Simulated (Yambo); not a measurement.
## Optical response of MgTiF$_{6}$

```
MgTiF6
1.0
    2.60828     1.50589     4.44451
   -2.60828     1.50589     4.44451
    0.00000    -3.01178     4.44451
F Mg Ti
6 1 1
Cartesian
 -0.44559   1.55043   7.80601
  0.44559  -1.55043   5.52751
 -1.11992  -1.16111   7.80601
  1.11992   1.16111   5.52751
  1.56551  -0.38932   7.80601
 -1.56551   0.38932   5.52751
  0.00000   0.00000   6.66676
  0.00000   0.00000   0.00000
```

Yambo, RPA with local fields on PBEsol bands shifted by a G0W0 scissor of 4.70 eV; 4×4×4 mesh, 92 bands, 3 Ry local-field block, 0.2 eV broadening; field along x.

| E (eV) | Im ε | Re ε | Im ε, independent particles |
|---|---|---|---|
| 0.0 | 0.00 | 1.93 | 0.00 |
| 0.4 | 0.00 | 1.93 | 0.00 |
| 0.8 | 0.00 | 1.93 | 0.00 |
| 1.1 | 0.00 | 1.94 | 0.00 |
| 1.5 | 0.00 | 1.94 | 0.00 |
| 1.9 | 0.00 | 1.94 | 0.00 |
| 2.2 | 0.00 | 1.95 | 0.01 |
| 2.6 | 0.00 | 1.96 | 0.01 |
| 3.0 | 0.00 | 1.97 | 0.01 |
| 3.4 | 0.01 | 1.98 | 0.01 |
| 3.8 | 0.01 | 1.99 | 0.01 |
| 4.1 | 0.01 | 2.00 | 0.01 |
| 4.5 | 0.01 | 2.01 | 0.01 |
| 4.9 | 0.01 | 2.03 | 0.02 |
| 5.2 | 0.01 | 2.05 | 0.02 |
| 5.6 | 0.01 | 2.07 | 0.02 |
| 6.0 | 0.01 | 2.10 | 0.02 |
| 6.4 | 0.02 | 2.12 | 0.03 |
| 6.8 | 0.02 | 2.16 | 0.03 |
| 7.1 | 0.02 | 2.20 | 0.04 |
| 7.5 | 0.03 | 2.24 | 0.05 |
| 7.9 | 0.03 | 2.30 | 0.07 |
| 8.2 | 0.04 | 2.36 | 0.09 |
| 8.6 | 0.06 | 2.45 | 0.13 |
| 9.0 | 0.08 | 2.58 | 0.22 |
| 9.4 | 0.14 | 2.76 | 0.47 |
| 9.8 | 0.37 | 3.04 | 1.61 |
| 10.1 | 0.95 | 2.92 | 3.62 |
| 10.5 | 1.09 | 2.91 | 3.40 |
| 10.9 | 1.34 | 2.40 | 1.63 |
| 11.2 | 1.34 | 1.88 | 0.84 |
| 11.6 | 0.80 | 1.91 | 0.70 |
| 12.0 | 0.58 | 2.15 | 0.63 |
| 12.4 | 0.70 | 2.54 | 1.06 |
| 12.8 | 1.08 | 2.61 | 1.87 |
| 13.1 | 1.15 | 2.32 | 1.45 |
| 13.5 | 0.97 | 2.56 | 1.45 |
| 13.9 | 1.33 | 3.01 | 2.61 |
| 14.2 | 2.20 | 3.10 | 3.01 |
| 14.6 | 2.84 | 2.49 | 2.07 |
| 15.0 | 4.00 | 1.14 | 1.07 |
| 15.4 | 2.21 | -0.48 | 0.68 |
| 15.8 | 1.37 | 0.37 | 0.82 |
| 16.1 | 1.18 | 0.18 | 0.75 |
| 16.5 | 0.65 | 0.46 | 0.51 |
| 16.9 | 0.69 | 0.89 | 0.53 |
| 17.2 | 0.77 | 0.96 | 0.66 |
| 17.6 | 0.65 | 0.84 | 0.64 |
| 18.0 | 0.60 | 1.08 | 0.65 |
| 18.4 | 0.64 | 1.16 | 0.70 |
| 18.8 | 0.65 | 1.21 | 0.70 |
| 19.1 | 0.76 | 1.21 | 0.81 |
| 19.5 | 0.72 | 1.17 | 0.74 |
| 19.9 | 0.74 | 1.20 | 0.82 |

Peak heights and small wiggles depend on the k mesh. Convergence of the RPA response with its 4×4×4 mesh was not tested. The scissor comes from a G0W0 run whose convergence isn't established. No excitonic effects at this level.

Geometry of the Materials Project entry, not relaxed at this level.

The structure is a Materials Project entry; no match was found in the copy of COD used, and its stability was not checked.
